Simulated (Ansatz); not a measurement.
Total density of states per atom from the program Ansatz at the r²SCAN level (PAW), in 0.25 eV bins, energy from the valence-band maximum:

```json
[
 {"E (eV)": "-7.85", "states/eV/atom": "0.00"},
 {"E (eV)": "-7.60", "states/eV/atom": "0.00"},
 {"E (eV)": "-7.35", "states/eV/atom": "0.00"},
 {"E (eV)": "-7.10", "states/eV/atom": "0.09"},
 {"E (eV)": "-6.85", "states/eV/atom": "0.40"},
 {"E (eV)": "-6.60", "states/eV/atom": "0.55"},
 {"E (eV)": "-6.35", "states/eV/atom": "0.42"},
 {"E (eV)": "-6.10", "states/eV/atom": "1.01"},
 {"E (eV)": "-5.85", "states/eV/atom": "1.60"},
 {"E (eV)": "-5.60", "states/eV/atom": "1.73"},
 {"E (eV)": "-5.35", "states/eV/atom": "0.99"},
 {"E (eV)": "-5.10", "states/eV/atom": "0.79"},
 {"E (eV)": "-4.85", "states/eV/atom": "1.24"},
 {"E (eV)": "-4.60", "states/eV/atom": "1.64"},
 {"E (eV)": "-4.35", "states/eV/atom": "2.59"},
 {"E (eV)": "-4.10", "states/eV/atom": "1.30"},
 {"E (eV)": "-3.85", "states/eV/atom": "0.04"},
 {"E (eV)": "-3.60", "states/eV/atom": "0.00"},
 {"E (eV)": "-3.35", "states/eV/atom": "0.00"},
 {"E (eV)": "-3.10", "states/eV/atom": "0.00"},
 {"E (eV)": "-2.85", "states/eV/atom": "0.00"},
 {"E (eV)": "-2.60", "states/eV/atom": "0.00"},
 {"E (eV)": "-2.35", "states/eV/atom": "0.00"},
 {"E (eV)": "-2.10", "states/eV/atom": "0.00"},
 {"E (eV)": "-1.85", "states/eV/atom": "0.00"},
 {"E (eV)": "-1.60", "states/eV/atom": "0.00"},
 {"E (eV)": "-1.35", "states/eV/atom": "1.70"},
 {"E (eV)": "-1.10", "states/eV/atom": "0.70"},
 {"E (eV)": "-0.85", "states/eV/atom": "0.00"},
 {"E (eV)": "-0.60", "states/eV/atom": "0.00"},
 {"E (eV)": "-0.35", "states/eV/atom": "0.05"},
 {"E (eV)": "-0.10", "states/eV/atom": "1.55"},
 {"E (eV)": "0.15", "states/eV/atom": "0.00"},
 {"E (eV)": "0.40", "states/eV/atom": "0.00"},
 {"E (eV)": "0.65", "states/eV/atom": "0.00"},
 {"E (eV)": "0.90", "states/eV/atom": "0.00"},
 {"E (eV)": "1.15", "states/eV/atom": "0.00"},
 {"E (eV)": "1.40", "states/eV/atom": "0.00"},
 {"E (eV)": "1.65", "states/eV/atom": "0.00"},
 {"E (eV)": "1.90", "states/eV/atom": "0.00"},
 {"E (eV)": "2.15", "states/eV/atom": "0.00"},
 {"E (eV)": "2.40", "states/eV/atom": "0.00"},
 {"E (eV)": "2.65", "states/eV/atom": "0.00"},
 {"E (eV)": "2.90", "states/eV/atom": "0.00"},
 {"E (eV)": "3.15", "states/eV/atom": "0.00"},
 {"E (eV)": "3.40", "states/eV/atom": "0.00"},
 {"E (eV)": "3.65", "states/eV/atom": "0.02"},
 {"E (eV)": "3.90", "states/eV/atom": "0.03"},
 {"E (eV)": "4.15", "states/eV/atom": "0.06"},
 {"E (eV)": "4.40", "states/eV/atom": "2.43"},
 {"E (eV)": "4.65", "states/eV/atom": "0.10"},
 {"E (eV)": "4.90", "states/eV/atom": "0.35"},
 {"E (eV)": "5.15", "states/eV/atom": "0.19"},
 {"E (eV)": "5.40", "states/eV/atom": "0.36"},
 {"E (eV)": "5.65", "states/eV/atom": "0.87"},
 {"E (eV)": "5.90", "states/eV/atom": "0.14"},
 {"E (eV)": "6.15", "states/eV/atom": "0.15"},
 {"E (eV)": "6.40", "states/eV/atom": "0.18"},
 {"E (eV)": "6.65", "states/eV/atom": "0.17"},
 {"E (eV)": "6.90", "states/eV/atom": "0.30"},
 {"E (eV)": "7.15", "states/eV/atom": "0.49"},
 {"E (eV)": "7.40", "states/eV/atom": "0.68"},
 {"E (eV)": "7.65", "states/eV/atom": "0.79"},
 {"E (eV)": "7.90", "states/eV/atom": "0.67"},
 {"E (eV)": "8.15", "states/eV/atom": "0.53"}
]
```

Question: Which compound is it?
A. Si3Mo5, I4/mcm (Si on 8h, Si on 4a, Mo on 16k, Mo on 4b)
B. K2LiRhF6, Fm-3m (K on 8c, Li on 4b, Rh on 4a, F on 24e)
C. KMnF3, I4/mcm (K on 4b, Mn on 4c, F on 4a, F on 8h)
D. KBr, rock salt

Answer: C, KMnF3, I4/mcm (K on 4b, Mn on 4c, F on 4a, F on 8h). Top 1 eV of the valence band: Mn 3d 79 %, F 2p 18 %. Bottom 1 eV of the conduction band: Mn 3d 90 %. Projections are on Löwdin-orthogonalised atomic valence shells; empty p or d shells of many metals are not among them.

The first step of the workflow began from a Materials Project structure, measured or hypothetical; the Crystallography Open Database copy checked does not list it. COD files the formula under space group No. 221, so this cell is another polymorph or a model. Its standing as an ambient phase is unchecked. The r²SCAN relaxation kept the symmetry of its start, as lowered by the spin order; its stability against distortions is not shown here. The final state is antiferromagnetic, chosen from 5 collinear starts compared on coarse meshes (ties went to the first, and starts can fall back to one state), not a proven ground state. Other orbital occupations within this spin state were not tried. No Hubbard U is applied.

Potentials: the later of the program's two PAW sets.
